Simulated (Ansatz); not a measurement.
Input and command of a plane-wave DFT calculation in Ansatz:

```yaml
crystal:
  lattice:
    - [-1.59121869, 1.6210540404, 1.6210540404]
    - [1.59121869, -1.5613833396, 1.5613833396]
    - [1.59121869, 1.5613833396, -1.5613833396]
  atoms:
    - { symbol: Al, position: [0.0, 0.0, 0.0] }
basis:
  ecutwfc: 420
kpoints:
  mp_grid: { grid: [20, 20, 20] }
hamiltonian:
  xc: pbesol
scf:
  occupations: { method: gaussian, width: 0.15 }
output:
  forces: true
  stress: true
  eigenvalues: true
```

```bash
ansatz run input.yaml --threads 1 --pin off --max-ram 2560MiB --backend cpu --events-out ev --progress --plain --runs-dir out
```

Processor: Intel(R) Xeon(R) Processor @ 2.50GHz (Skylake/Cascade Lake), 1 thread, on a host shared with other jobs.

Q: How long does it run, and how much memory does it take?

A: About 14 s on 1 thread of Intel(R) Xeon(R) Processor @ 2.50GHz (Skylake/Cascade Lake) (shared host), peak memory 0.44 GiB. It solves 6 bands at 1166 k points (the mesh reduced by symmetry) with about 321 plane waves, in 6 SCF iterations.
